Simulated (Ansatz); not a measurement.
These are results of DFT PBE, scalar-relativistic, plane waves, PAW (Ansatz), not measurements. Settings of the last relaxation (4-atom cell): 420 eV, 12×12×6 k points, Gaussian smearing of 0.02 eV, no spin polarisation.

Formation energies are uncorrected and refer to the elements' standard structures at the same level (O₂ as a molecule).

**Question.** Give a relaxed trial structure of a trigonal narrow-gap semiconductor made of Cd, O and Pb, with a gap near 0.3 eV, a formation energy near −0.82 eV/atom and about 16 Å³ per atom, in a cell of 4 atoms.

**Answer.** CdPbO₂, space group P-3m1 (No. 164). Cd is surrounded by 6 O at 2.42 Å and 2 Pb at 3.08 Å; Pb is surrounded by 6 O at 2.63 Å, 2 Cd at 3.08 Å and 6 Pb at 3.46 Å; O is surrounded by 3 Cd at 2.42 Å and 3 Pb at 2.63 Å.

```
Cd Pb O
1.0
     3.46237    0.00000    0.00000
    -1.73119    2.99850    0.00000
     0.00000    0.00000    6.15254
Cd Pb O
1 1 2
Direct
  0.00000 0.00000 0.50000
  0.00000 0.00000 0.00000
  0.33333 0.66667 0.27787
  0.66667 0.33333 0.72213
```

| Item | Value |
| --- | --- |
| Volume per atom | 15.97 Å³ |
| Density | 9.14 g/cm³ |
| Energy over the elements | −0.825 eV/atom |
| Gap on the 12×12×6 mesh of the 4-atom cell | 0.26 eV |

The cell was found from a structure generator's guess, not taken from experiment. Other answers may fit too; this one was computed.

Spin–orbit coupling, which can matter for Pb, is left out. Kohn–Sham gaps at this level usually fall short of measured ones. The missing spin–orbit coupling can work the other way here. Small gaps are read on the mesh alone, and bands can cross between its points. Symmetry constrained the relaxation, so the result can be a saddle point.
